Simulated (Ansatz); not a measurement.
LiF:
```
LiF
1.0
    0.00000     1.99512     1.99512
    1.99512     0.00000     1.99512
    1.99512     1.99512     0.00000
Li F
1 1
Direct
  0.00000   0.00000   0.00000
  0.50000   0.50000   0.50000
```

Relaxed with r²SCAN.

### Question
Give the Bader charges and basin volumes of the independent atoms, r²SCAN (plane waves, PAW; program Ansatz).

### Answer


```
atom  Bader charge (e)  Bader volume (Å³)
----  ----------------  -----------------
Li1              +0.91                2.7
F2               -0.91               13.2
```

Space group Fm-3m (rock salt). Symmetry was held in the r²SCAN relaxation.

Potentials: the later of the program's two PAW sets.
